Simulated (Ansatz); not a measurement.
InAg₂:
```xyz
6
Lattice="0.0000 3.9192 3.9192 3.9192 0.0000 3.9192 3.9192 3.9192 0.0000" Properties=species:S:1:pos:R:3 pbc="T T T"
Ag     4.8990     4.8990     4.8990
Ag     4.8990     2.9394     2.9394
Ag     2.9394     4.8990     2.9394
Ag     2.9394     2.9394     4.8990
In     1.9596     1.9596     1.9596
In     0.0000     0.0000     0.0000
```

Relaxed with r²SCAN. Special points in fractions of this cell's reciprocal vectors: Γ (0.000, 0.000, 0.000); X (0.500, 0.000, 0.500); U (0.625, 0.250, 0.625); K (0.375, 0.375, 0.750); L (0.500, 0.500, 0.500); W (0.500, 0.250, 0.750).

Q: List the band energies nearest the Fermi level at these points for plane-wave PAW r²SCAN (Ansatz code).

A: In eV from the Fermi level; about four levels below and three above (degenerate sets whole), none deeper than 8.9 eV; points with the same levels are listed once.

```
k                    below                     above
-  -----------------------  ------------------------
Γ  -1.94 -0.10 -0.10 -0.10  0.82 1.57 1.83 1.83 1.83
X  -2.07 -2.07 -1.34 -1.34       5.03 5.03 6.19 6.19
U  -3.63 -3.35 -1.78 -1.15            1.21 3.12 3.49
L  -0.93 -0.53 -0.53 -0.34            1.68 1.68 4.19
W  -3.32 -3.32 -3.30 -3.30       1.31 1.31 1.71 1.71
```

Space group Fd-3m (cubic Laves (MgCu2 type)). A made-up cell: these elements were put on the sites of a structure type; neither database checked (COD, Materials Project) lists it. Its standing as an ambient phase is unchecked. The r²SCAN relaxation kept the symmetry of its start; its stability against distortions is not shown here. The run is not spin-polarised. Scalar-relativistic: spin–orbit coupling is off unless named, which matters more the heavier the elements.

Potentials: the earlier of the program's two PAW sets.
